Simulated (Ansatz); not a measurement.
Polymorphs of YOF, each relaxed with LDA in the plane-wave PAW code Ansatz:

A: P4/nmm
a = b = 3.771 Å, c = 5.355 Å, α = β = γ = 90.00°

```json
[
 {"atom": "Y", "site": "2c", "symmetry": "4mm", "x": "0.0000", "y": "0.5000", "z": "0.2868"},
 {"atom": "O", "site": "2b", "symmetry": "-4m2", "x": "0.5000", "y": "0.5000", "z": "0.5000"},
 {"atom": "F", "site": "2a", "symmetry": "-4m2", "x": "0.0000", "y": "0.0000", "z": "0.0000"}
]
```

B: R-3m
a = 3.7376 Å, b = 3.7376 Å, c = 18.5733 Å, α = 90.00°, β = 90.00°, γ = 120.00°

| atom | site | symmetry | x | y | z |
|---|---|---|---|---|---|
| Y | 6c | 3m | 0.0000 | 0.0000 | 0.2582 |
| O | 6c | 3m | 0.0000 | 0.0000 | 0.3788 |
| F | 6c | 3m | 0.0000 | 0.0000 | 0.1304 |

Question: Order them by energy per atom at 0 K (lowest first) at the level LDA.

Answer: B (+0 meV/atom), A (+18 meV/atom)

Question: Give each one's gap.

Answer: A 5.03 eV; B 4.96 eV.

Standing as an ambient phase not checked: A; B. All cells were relaxed under the symmetry of their starts (and spin orders); stability against distortions was not tested throughout. Rows with no word on spin ran without spin polarisation. Spin–orbit coupling is left out wherever it is not named.

Energies hold the estimated change up to a 700 eV cutoff; steps of a few meV lie near the error of the meshes.

Potentials: the later of the program's two PAW sets.
